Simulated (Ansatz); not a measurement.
Consider the following.

YAu₂:
```
YAu2
1.0
   -1.86244     1.86244     4.51125
    1.86244    -1.86244     4.51125
    1.86244     1.86244    -4.51125
Y Au
1 2
Direct
  0.00000   0.00000   0.00000
  0.66530   0.66530   0.00000
  0.33470   0.33470   0.00000
```

This is the r²SCAN-relaxed structure.

Question: All from DFT-r²SCAN in the program Ansatz with PAW potentials, unless another level is named. Estimate the formation energy from the elements (no fitted shifts).

Answer: -0.93 eV/atom.

Question: Give the density of states at the Fermi level.

Answer: 0.35 states/eV per atom (mean over ±0.08 eV).

Space group I4/mmm (MoSi2 or CaC2 type). The first step of the workflow began from a Materials Project structure, measured or hypothetical; the Crystallography Open Database copy checked does not list it. With Y and Au taken as one species the cell has the higher symmetry I4/mmm, so it may be an ordered model of a mixed-site phase. Its standing as an ambient phase is unchecked. The r²SCAN relaxation kept the symmetry of its start; whether a distortion lowers the energy is not shown. The run is not spin-polarised. The references are the lowest solids computed at this level, not always the standard phases. Scalar-relativistic: spin–orbit coupling is off unless named, which matters more the heavier the elements.

Potentials: the later of the program's two PAW sets.
